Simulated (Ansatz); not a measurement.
A geometry of NiCl₂ away from equilibrium: the start of the relaxation of a relaxed NiCl2 cell, doubled along one cell vector, shaken by Gaussian noise of σ = 0.08 Å a coordinate. Level of theory: PBE (plane waves to 420 eV, PAW, scalar-relativistic; Ansatz, a first-principles code). Γ-centred k-mesh 8×4×10 on the run's cell (coarser than for final values), Fermi–Dirac smearing 0.05 eV.

```xyz
6
Lattice="-1.5428 1.5428 6.9784 3.0856 -3.0856 13.9567 1.5428 1.5428 -6.9784" Properties=species:S:1:pos:R:3 pbc="T T T"
Ni     0.0037     0.0070    -0.0337
Ni     1.4844    -1.7065     7.0159
Cl    -0.1093     0.0612     5.4463
Cl     1.5015    -1.5306    12.5155
Cl    -0.0079     0.0175     8.4384
Cl     1.5000    -1.6331    15.4604
```
Spin-polarised start, with parallel moments on Ni.

Q: Predict the force on each atom, in eV/Å.

A: 
| atom | Fx | Fy | Fz |
|---|---|---|---|
| Ni1 | -0.15 | -0.02 | -0.08 |
| Ni2 | 0.12 | -0.08 | 0.01 |
| Cl3 | 0.12 | 0.38 | 0.17 |
| Cl4 | -0.26 | 0.00 | 0.04 |
| Cl5 | -0.03 | 0.11 | -0.18 |
| Cl6 | 0.21 | -0.39 | 0.03 |

Q: What is the pressure?

A: 0.0 GPa, compression positive.

Q: How much energy per atom can still be gained by relaxing?

A: 0.47 eV/atom; the path ends in P1 (No. 1).

Spin state reached: ferromagnetic (net 0.67 μB/atom), from parallel starting moments; other spin orders were not run from this start. No Hubbard U is applied. No dispersion correction is included, so spacings between layers, chains or molecules are soft and tend to come out too large.

The end of the path is a generated cell of NiCl2: the first start was made by placing the elements on the sites of a structure type, and the end was not matched to a known phase here, so it may be hypothetical.
